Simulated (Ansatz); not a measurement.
Bi:
Space group R-3m, hexagonal axes (No. 166); a = b = 4.5255 Å, c = 11.6486 Å, α = β = 90.00°, γ = 120.00°

```csv
atom,site,symmetry,x,y,z
Bi,6c,3m,0.0000,0.0000,0.2367
```
(The calculation used a cell of 2 atoms; values per cell refer to that cell.)

Relaxed with PBEsol.

Task: Decompose the optical modes at the zone centre into irreducible representations, and say which are infrared and Raman allowed.

Result: Point group -3m: Γ_opt = A1g + Eg. Infrared: none. Raman: A1g, Eg.

Task: Assign frequencies (DFPT, PBEsol in the plane-wave PAW code Ansatz).

Result: Eg 66, A1g 96 cm⁻¹.

Symmetry was held in the PBEsol relaxation. As this level gives no gap, phonon frequencies hold no LO–TO term and depend on the k-mesh and smearing (Fermi–Dirac, 0.1 eV here). Axis ratios of metals converge slowly with the k-mesh, so a and c are less sure than the volume. Scalar-relativistic: spin–orbit coupling is off unless named, which matters more the heavier the elements.

Potentials: the earlier of the program's two PAW sets. The files were generated under PBE; for other functionals the program regenerates the frozen cores, and for LDA and PBEsol the local potential too.
